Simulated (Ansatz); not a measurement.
TiO₂:
```
CELL_PARAMETERS angstrom
      6.03091     1.84914     0.00000
     -6.03091     1.84914     0.00000
     -1.88790     0.00000     6.18992
ATOMIC_POSITIONS crystal
  Ti 0.80473 0.19527 0.71513
  Ti 0.19527 0.80473 0.28487
  Ti 0.10097 0.89903 0.70824
  Ti 0.89903 0.10097 0.29176
  O  0.05844 0.94156 0.37031
  O  0.94156 0.05844 0.62969
  O  0.63819 0.36181 0.70479
  O  0.36181 0.63819 0.29521
  O  0.13389 0.86611 0.00350
  O  0.86611 0.13389 0.99650
  O  0.73648 0.26352 0.34968
  O  0.26352 0.73648 0.65032
```

Relaxed with LDA. Special points in fractions of this cell's reciprocal vectors: Γ (0.000, 0.000, 0.000); C (0.276, 0.276, 0.000); C2 (-0.276, 0.724, 0.000); Y2 (-0.500, 0.500, 0.000); M2 (-0.500, 0.500, 0.500); D (-0.262, 0.738, 0.500); D2 (0.262, 0.262, 0.500); A (0.000, 0.000, 0.500); L2 (0.000, 0.500, 0.500); V2 (0.000, 0.500, 0.000).

### Question
List the band energies nearest the valence-band maximum at these points for LDA (plane waves, PAW; program Ansatz).

### Answer
In eV from the valence-band maximum; about four levels below and three above (degenerate sets whole), none deeper than 8.9 eV; points with the same levels are listed once.

| k | below | above |
|---|---|---|
| Γ | -0.80 -0.75 -0.34 -0.21 | 2.84 3.23 3.47 |
| C | -0.72 -0.44 -0.29 -0.14 | 3.03 3.39 3.80 |
| Y2 | -0.95 -0.62 -0.40 -0.14 | 3.01 3.05 3.59 |
| M2 | -0.95 -0.37 -0.25 -0.20 | 3.13 3.27 3.40 |
| D | -0.78 -0.47 -0.18 -0.01 | 3.28 3.33 3.59 |
| A | -0.72 -0.66 -0.61 -0.45 | 2.98 3.26 3.42 |
| L2 | -0.70 -0.53 -0.12 -0.02 | 3.31 3.38 3.63 |
| V2 | -0.90 -0.48 -0.24 -0.15 | 3.26 3.31 3.81 |

Space group C2/m. The workflow started from a Materials Project entry (that database holds measured and hypothetical structures alike); the Crystallography Open Database copy checked does not list it. It is not the phase usual at ambient conditions (space group No. 61, 136, 141). Symmetry was held in the LDA relaxation; whether a distortion lowers the energy is not shown. No spin polarisation was allowed.

Potentials: the later of the program's two PAW sets.
